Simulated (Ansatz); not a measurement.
**TiO2 at a changed volume: Coordination and 17O quadrupole coupling**

Cell: a structure deposited in the COD, relaxed with PBE at fixed cell and then changed (volume scaled by 0.96, ions relaxed).

Space group Pbca (No. 61); a = 5.0755, b = 9.0609, c = 5.3734 Å.

```
site  Wyckoff  site symmetry       x       y       z
  Ti       8c              1  0.1385  0.1292  0.9030
  O9       8c              1  0.4623  0.2320  0.8874
 O17       8c              1  0.8122  0.0085  0.8491
```

One atom of each set is listed.

The numbers come from a DFT calculation in Ansatz (PBE, plane waves and PAW, scalar-relativistic, 420 eV cutoff, Γ-centred 5×3×5 k-points, Fermi–Dirac smearing 0.02 eV).

Q(17O) = -25.58 mb.

(1) Rank these O sites by |C_Q|, smallest first.
A. O17: 3 Ti at 1.84–2.01 Å
B. O9: 3 Ti at 1.89–2.03 Å; also 1 Ti at 3.33 Å

Results:

(1) A (1.15 MHz, η = 0.96), B (1.38 MHz, η = 0.86).

Like point charges on the first shell alone (each adding as 1/d³) would put O17 above O9: the covalent part of each bond and the atoms beyond the first shell count as well.

At this changed cell the PBE pressure is 14 GPa.
